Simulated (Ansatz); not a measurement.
An Ansatz input and the part of its output that reports the observables at the nuclei.

The start is a structure deposited in the COD.

```yaml
crystal:
  lattice:
    - [3.9744, 0.0, 0.0]
    - [0.0, 3.9744, 0.0]
    - [0.0, 0.0, 5.022]
  atoms:
    - { symbol: Pb, position: [0.0, 0.5, 0.2351] }
    - { symbol: Pb, position: [0.5, 0.0, 0.7649] }
    - { symbol: O, position: [0.0, 0.0, 0.0] }
    - { symbol: O, position: [0.5, 0.5, 0.0] }
kpoints:
  mp_grid: { grid: [8, 8, 7] }
scf:
  occupations: { method: fermi_dirac, width: 0.01 }
hamiltonian:
  xc: r2scan
  pseudopotentials: { kind: paw }
output:
  forces: true
  stress: true
  populations: true
  efg: { quadrupole_moments_barn: { O: -0.02558 }, contact_densities: true }
relax:
  f_tol: 0.02
  max_steps: 60
```

```sh
ansatz run input.yaml --threads 1 --pin off --max-ram 3072MiB --backend cpu --events-out ev --progress --plain --runs-dir out
```

The run relaxes the ions first, and the block belongs to the relaxed positions.

Of the output, the block on the nuclei alone is shown; the set-up, the SCF iterations, energies, forces and stress are cut. One atom of each set with nearly equal values is shown.

```
--- PAW observables at the nuclei: V_zz in 10²¹ V/m², potentials from the cell's mean, atoms counted from 1 ---
  atom   1  Pb V_zz =   -25.603237   η = 0.0000   by run symmetry: allowed
            electrostatic potential = -17480.413439 V   contact ρ = 16525345.583467 e/Å³
  atom   3  O  V_zz =    -0.164009   η = 0.0000   by run symmetry: allowed   C_q = +0.1014 MHz
            electrostatic potential = -627.043862 V   contact ρ = 2154.328417 e/Å³
```

The relaxation (3 steps) took 1.8 min of wall time (1.8 min of CPU time) and 0.65 GiB at its peak, on 1 thread of Arm Neoverse N1 (aarch64; 36 cores open to the job, memory cap 3.0 GiB, no GPU), a shared host with a load of 0.9 a core.

Spin–orbit coupling is left out, which shifts gradients on Pb by a few per cent, and by more where contributions nearly cancel.
